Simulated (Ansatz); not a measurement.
The relaxed structure here is a generated cell of ZrS3: the first start was made by placing the elements on the sites of a structure type, and the end was not matched to a known phase here, so it may be hypothetical.

One starting cell of ZrS3 (a generated cell, ZrS3 built in the AFLOW prototype AB3_tP4_123_a_ce (L6_0, as in Ti3Cu)) was relaxed twice with Ansatz (plane waves, PAW, scalar-relativistic): with r2SCAN at 500 eV and with PBE at 420 eV. The r2SCAN result:

Space group P4/mmm (No. 123); a = b = 4.479 Å, c = 3.343 Å, α = β = γ = 90.00°

| atom | site | symmetry | x | y | z |
|---|---|---|---|---|---|
| S | 1c | 4/mmm | 0.5000 | 0.5000 | 0.0000 |
| S | 2e | mmm. | 0.0000 | 0.5000 | 0.5000 |
| Zr | 1a | 4/mmm | 0.0000 | 0.0000 | 0.0000 |

```tsv
quantity	r2SCAN	PBE
space group	P4/mmm	P4/mmm
volume (Å³/atom)	16.77	(withheld)
a (Å)	4.479	(withheld)
c (Å)	3.343	(withheld)
gap (eV, no spin-orbit coupling)	0.00	(withheld)
```

Task: What does PBE give for the same quantities?

Result: 
- volume (Å³/atom), PBE: 16.72
- a (Å), PBE: 4.481
- c (Å), PBE: 3.331
- gap (eV, no spin-orbit coupling), PBE: 0.00

Both levels end in the same structure; PBE's volume is within 0.5 % of r2SCAN's. Neither column is exact.

No spin polarisation in the result. A magnetic state may lie lower.

The run could not lose the symmetry of its start, so the end can be a saddle point.

All atoms sit on sites fixed by symmetry, so only the cell could relax.

Ansatz is a first-principles code.
